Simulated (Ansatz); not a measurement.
## Every step of a relaxation of Os (bcc type)

DFT, PBEsol, PAW with Ansatz's default frozen-core files, scalar-relativistic (Ansatz 0.2.0); a Γ-centred 19×19×19 k mesh, Fermi–Dirac smearing of 0.05 eV, no spin polarisation. The run relaxes cell and atoms at a target pressure of 0 GPa.

Command: `ansatz run input.yaml --threads 1 --pin off --max-ram 2048MiB --backend cpu --events-out ev --progress --plain --runs-dir out` It took 13 s on 1 thread of Arm Neoverse V1, on a shared host, peak memory 0.32 GiB.

PAW: frozen-core files, cutoff 420 eV; forces are relaxed below 0.005 eV/Å.

Each step lists its free energy a cell above the last geometry, the pressure, the cell vectors (Å), and Cartesian positions (Å) with forces (eV/Å).

The first step:

```
step 1  dF = 18.66 meV  P = 13.52 GPa
  cell -1.5145 1.5145 1.5145  1.5145 -1.5145 1.5145  1.5145 1.5145 -1.5145
  Os 0.0000 0.0000 0.0000   0.0000 0.0000 0.0000
```

Spin–orbit coupling is left out, which matters for the heavy atoms. The PAW files were made under PBE.

The symmetry of the start is kept and no stability test is made, so the end need not be the stable phase.

Question: Where does the relaxation end, and by which steps?

Answer: After 4 geometries, with conventional a, b, c = 3.062, 3.062, 3.062 Å, at 14.355 Å³/atom (+3.32 % against the start) in space group Im-3m, with a shortest distance of 2.652 Å. The further steps:
```
step 2  dF = 53.57 meV  P = -19.13 GPa  (not accepted)
  cell -1.5605 1.5605 1.5605  1.5605 -1.5605 1.5605  1.5605 1.5605 -1.5605
  Os 0.0000 0.0000 0.0000   0.0000 0.0000 0.0000
step 3  dF = 0.24 meV  P = -1.34 GPa
  cell -1.5328 1.5328 1.5328  1.5328 -1.5328 1.5328  1.5328 1.5328 -1.5328
  Os 0.0000 0.0000 0.0000   0.0000 0.0000 0.0000
step 4  dF = 0.00 meV  P = 0.02 GPa
  cell -1.5310 1.5310 1.5310  1.5310 -1.5310 1.5310  1.5310 1.5310 -1.5310
  Os 0.0000 0.0000 0.0000   0.0000 0.0000 0.0000
step 5  dF = -0.19 meV  P = -0.01 GPa  (same geometry on a basis chosen anew; earlier energies don't compare to the last digit)
  cell -1.5310 1.5310 1.5310  1.5310 -1.5310 1.5310  1.5310 1.5310 -1.5310
  Os 0.0000 0.0000 0.0000   0.0000 0.0000 0.0000
```
